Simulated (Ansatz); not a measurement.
# Does relaxation matter for the field gradients of LiH with Sr replacing Li?

Start: a supercell of LiH (rock salt type, Fm-3m) built from an entry of the Crystallography Open Database (COD), with all atoms left at the host's positions.

```cif
data_structure
_symmetry_space_group_name_H-M 'P 1'
_symmetry_Int_Tables_number 1
_cell_length_a 8.6412
_cell_length_b 8.6412
_cell_length_c 8.6412
_cell_angle_alpha 60.000
_cell_angle_beta 60.000
_cell_angle_gamma 60.000
_cell_volume 456.25
loop_
_atom_site_label
_atom_site_type_symbol
_atom_site_fract_x
_atom_site_fract_y
_atom_site_fract_z
_atom_site_occupancy
Sr1 Sr 0.00000 0.00000 0.00000 1
Li2 Li 0.00000 0.00000 0.33333 1
Li3 Li 0.00000 0.00000 0.66667 1
Li4 Li 0.00000 0.33333 0.00000 1
Li5 Li 0.00000 0.33333 0.33333 1
Li6 Li 0.00000 0.33333 0.66667 1
Li7 Li 0.00000 0.66667 0.00000 1
Li8 Li 0.00000 0.66667 0.33333 1
Li9 Li 0.00000 0.66667 0.66667 1
Li10 Li 0.33333 0.00000 0.00000 1
Li11 Li 0.33333 0.00000 0.33333 1
Li12 Li 0.33333 0.00000 0.66667 1
Li13 Li 0.33333 0.33333 0.00000 1
Li14 Li 0.33333 0.33333 0.33333 1
Li15 Li 0.33333 0.33333 0.66667 1
Li16 Li 0.33333 0.66667 0.00000 1
Li17 Li 0.33333 0.66667 0.33333 1
Li18 Li 0.33333 0.66667 0.66667 1
Li19 Li 0.66667 0.00000 0.00000 1
Li20 Li 0.66667 0.00000 0.33333 1
Li21 Li 0.66667 0.00000 0.66667 1
Li22 Li 0.66667 0.33333 0.00000 1
Li23 Li 0.66667 0.33333 0.33333 1
Li24 Li 0.66667 0.33333 0.66667 1
Li25 Li 0.66667 0.66667 0.00000 1
Li26 Li 0.66667 0.66667 0.33333 1
Li27 Li 0.66667 0.66667 0.66667 1
H28 H 0.16667 0.16667 0.16667 1
H29 H 0.16667 0.16667 0.50000 1
H30 H 0.16667 0.16667 0.83333 1
H31 H 0.16667 0.50000 0.16667 1
H32 H 0.16667 0.50000 0.50000 1
H33 H 0.16667 0.50000 0.83333 1
H34 H 0.16667 0.83333 0.16667 1
H35 H 0.16667 0.83333 0.50000 1
H36 H 0.16667 0.83333 0.83333 1
H37 H 0.50000 0.16667 0.16667 1
H38 H 0.50000 0.16667 0.50000 1
H39 H 0.50000 0.16667 0.83333 1
H40 H 0.50000 0.50000 0.16667 1
H41 H 0.50000 0.50000 0.50000 1
H42 H 0.50000 0.50000 0.83333 1
H43 H 0.50000 0.83333 0.16667 1
H44 H 0.50000 0.83333 0.50000 1
H45 H 0.50000 0.83333 0.83333 1
H46 H 0.83333 0.16667 0.16667 1
H47 H 0.83333 0.16667 0.50000 1
H48 H 0.83333 0.16667 0.83333 1
H49 H 0.83333 0.50000 0.16667 1
H50 H 0.83333 0.50000 0.50000 1
H51 H 0.83333 0.50000 0.83333 1
H52 H 0.83333 0.83333 0.16667 1
H53 H 0.83333 0.83333 0.50000 1
H54 H 0.83333 0.83333 0.83333 1
```

Atoms are numbered from 1 in the order listed; like atoms form one site, named after its first atom.

Level of theory: DFT, PBE, plane waves and PAW, scalar-relativistic, 420 eV cutoff, Γ-centred 3×3×3 k-points, Fermi–Dirac smearing 0.01 eV, cell charge +1 (Ansatz 0.2.0).

The largest force at the start is 1.7 eV/Å. Relaxing the ions at fixed cell moves them by 0.241 Å at most (atom 30, H) and 0.110 Å rms.

```json
{"site": "Sr", "atom": "1", "moved (Å)": "0.000", "first shell before": "6 H at 2.04 Å", "first shell after": "6 H at 2.28 Å", "V_zz before (10²¹ V/m²)": "0.00", "η before": "–"}
{"site": "Li2", "atom": "2", "moved (Å)": "0.150", "first shell before": "6 H at 2.04 Å", "first shell after": "6 H at 1.94–2.15 Å", "V_zz before (10²¹ V/m²)": "0.083", "η before": "0.03"}
{"site": "Li15", "atom": "15", "moved (Å)": "0.034", "first shell before": "6 H at 2.04 Å", "first shell after": "6 H at 1.83–2.03 Å", "V_zz before (10²¹ V/m²)": "0.016", "η before": "0.00"}
{"site": "H28", "atom": "28", "moved (Å)": "0.045", "first shell before": "6 Li at 2.04 Å", "first shell after": "6 Li at 2.02–2.08 Å", "V_zz before (10²¹ V/m²)": "<0.005", "η before": "–"}
{"site": "H30", "atom": "30", "moved (Å)": "0.241", "first shell before": "5 Li at 2.04 Å, 1 Sr at 2.04 Å", "first shell after": "5 Li at 1.83–2.15 Å, 1 Sr at 2.28 Å", "V_zz before (10²¹ V/m²)": "0.37", "η before": "0.00"}
{"site": "H32", "atom": "32", "moved (Å)": "0.006", "first shell before": "6 Li at 2.04 Å", "first shell after": "6 Li at 1.94–2.03 Å", "V_zz before (10²¹ V/m²)": "0.005", "η before": "0.53"}
```

(1) How do the gradients change?

Answers

(1) 

| site | atom | V_zz after | η after | change of V_zz |
| --- | --- | --- | --- | --- |
| Sr | 1 | 0.00 | – | 0.00 |
| Li2 | 2 | 0.096 | 0.50 | +0.01 |
| Li15 | 15 | -0.056 | 0.00 | -0.07 |
| H28 | 28 | -0.041 | 0.00 | -0.04 |
| H30 | 30 | 0.33 | 0.00 | -0.04 |
| H32 | 32 | 0.047 | 0.10 | – |

The largest change of V_zz along a kept axis is on Li15, from 0.016 to -0.056. On H32 the largest principal value lies along another axis in the second run, so the two V_zz can't be compared directly. Other sites with |V_zz| of 0.02 or less aren't listed.

The defect repeats with the cell of 54 atoms, so it feels its images: sites between two images don't show the values beside a lone defect, and zeros or small values of η there can come from the images' arrangement. A uniform background compensates the cell's charge. Without spin–orbit coupling (the program notes it for Sr) the gradients are little affected as a rule: paired runs on crystals with a gap mostly move them by under 2 % at such atoms. With these PAW files V_zz is typically within 2 to 3 % of all-electron values, but misses above 10 % occur on Li.
Before: The cell keeps the host's lattice, where the PBE pressure is 5 GPa (in a charged cell this depends on the convention for the mean potential). The neighbours have not yet relaxed around the defect (largest force 1.7 eV/Å), so a real crystal will differ.
After: The relaxation keeps the site symmetry m-3m of the start, so the impurity can't leave its site; a start off the site could end lower.
